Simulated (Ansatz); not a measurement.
GeS:
```xyz
8
Lattice="10.1926 0.0000 0.0000 0.0000 3.6421 0.0000 0.0000 0.0000 4.0903" Properties=species:S:1:pos:R:3 pbc="T T T"
Ge     1.2097     0.9105     0.4858
Ge     3.8866     2.7316     2.5310
Ge     8.9828     2.7316     3.6044
Ge     6.3060     0.9105     1.5593
S      8.6935     0.9105     2.0181
S      6.5953     2.7316     4.0633
S      1.4990     2.7316     2.0721
S      3.5972     0.9105     0.0270
```

LDA in the plane-wave PAW code Ansatz gives a gap of 0.70 eV without spin–orbit coupling, maximum on the Γ–Z line, 62 % of the way from Γ, minimum on the Γ–Z line, 10 % of the way from Γ.

### Question
What happens when spin–orbit coupling is switched on?

### Answer
The gap falls by 0.01 eV, to 0.69 eV; maximum on the Γ–Z line, 62 % of the way from Γ, minimum on the Γ–Z line, 11 % of the way from Γ.

### Question
Give the electron effective mass with spin–orbit coupling.

### Answer
0.070, 0.99, 3.4 mₑ (principal values).

### Question
Give the hole effective mass with spin–orbit coupling.

### Answer
0.20, 0.35, 0.88 mₑ (principal values).

Space group Pnma. Symmetry was held in the LDA relaxation. A crystal of weakly bound layers computed without a dispersion correction: the cell and the soft elastic constants depend strongly on that.

Potentials: the later of the program's two PAW sets.
